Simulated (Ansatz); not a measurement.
HfO$_{2}$:
```yaml
crystal:
  lattice:
    - [5.54068, 0.00000, 0.00000]
    - [0.00000, 3.31669, 0.00000]
    - [0.00000, 0.00000, 6.46826]
  atoms:
    - { symbol: Hf, position: [0.75212, 0.25000, 0.10898] }
    - { symbol: Hf, position: [0.24788, 0.75000, 0.89102] }
    - { symbol: Hf, position: [0.74788, 0.75000, 0.60898] }
    - { symbol: Hf, position: [0.25212, 0.25000, 0.39102] }
    - { symbol: O, position: [0.97752, 0.75000, 0.34041] }
    - { symbol: O, position: [0.02248, 0.25000, 0.65959] }
    - { symbol: O, position: [0.52248, 0.25000, 0.84041] }
    - { symbol: O, position: [0.47752, 0.75000, 0.15959] }
    - { symbol: O, position: [0.86021, 0.75000, 0.92433] }
    - { symbol: O, position: [0.13979, 0.25000, 0.07567] }
    - { symbol: O, position: [0.63979, 0.25000, 0.42433] }
    - { symbol: O, position: [0.36021, 0.75000, 0.57567] }
```

Relaxed with r²SCAN. The program Ansatz at the r²SCAN level (PAW) gives a gap of 3.98 eV.

### Question
What gap does HSE06 give on the same cell (Ansatz, PAW)?

### Answer
4.98 eV, 1.00 eV more. The hybrid was solved on a coarser mesh and at special points; its gap is the smallest among all of these.

```csv
k,v1 r²SCAN,c1 r²SCAN,v1 HSE06,c1 HSE06
Γ,0.00,3.98,0.00,4.98
X,-0.34,4.84,-0.36,5.91
Z,-0.38,4.87,-0.39,5.92
U,-0.43,5.65,…,…
Y,-0.70,5.80,…,…
S,-0.72,6.32,-0.75,7.51
T,-0.80,5.74,…,…
R,-0.72,6.50,…,…
```

### Question
Top valence (v1) and lowest conduction level (c1) in eV from each method's valence maximum (which need not be a listed point): supply the withheld HSE06 values.

### Answer

- T, v1 HSE06: -0.82
- T, c1 HSE06: 6.90
- R, v1 HSE06: -0.76
- R, c1 HSE06: 7.70
- U, v1 HSE06: -0.45
- U, c1 HSE06: 6.79
- Y, v1 HSE06: -0.74
- Y, c1 HSE06: 6.96

Cost on shared cores: the r²SCAN run (SCF on a 5×8×5 mesh, then bands and DOS) about 9 core-minutes (a rough figure), the HSE06 run (SCF on 3×5×3, then a few points) around 15 core-minutes (rough); the tasks are unlike.

Space group Pnma. The workflow started from a Materials Project entry (that database holds measured and hypothetical structures alike); the Crystallography Open Database copy checked does not list it. It is not the phase usual at ambient conditions (space group No. 14, 29). Symmetry was held in the r²SCAN relaxation; of distortions, only those at the zone centre were tested. The run is not spin-polarised. Spin–orbit coupling is left out wherever it is not named.

Potentials: the later of the program's two PAW sets.
